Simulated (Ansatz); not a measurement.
Crystals of one structure type (cubic perovskite) and one family of elements, relaxed and computed with plane-wave PAW HSE06 (Ansatz code).

| crystal | V (Å³/atom) | B₀ by P(V) fit (GPa) |
|---|---|---|
| CaTiO3 | 11.35 | 199 |
| SrTiO3 | 11.81 | ? |
| BaTiO3 | 12.58 | 186 |
| SrZrO3 | 14.16 | 168 |
| BaHfO3 | 14.55 | 170 |
| BaZrO3 | 14.73 | 165 |

Problem. Fit a straight line to ln B₀ against ln V and predict the withheld value.

Solution. Least squares on the 5 shown rows: ln B₀ = -0.70 × ln V + (6.994), with a scatter of 1 %. For SrTiO3 this gives 194. The run itself gave 193, within the scatter.

Not the usual ambient phase: BaTiO3, cubic perovskite. Standing as an ambient phase not checked: CaTiO3, cubic perovskite; SrZrO3, cubic perovskite. All cells were relaxed under the symmetry of their starts (and spin orders); stability against distortions was not tested throughout. Rows with no word on spin ran without spin polarisation. Scalar-relativistic: spin–orbit coupling is off unless named, which matters more the heavier the elements.

Potentials: the later of the program's two PAW sets.
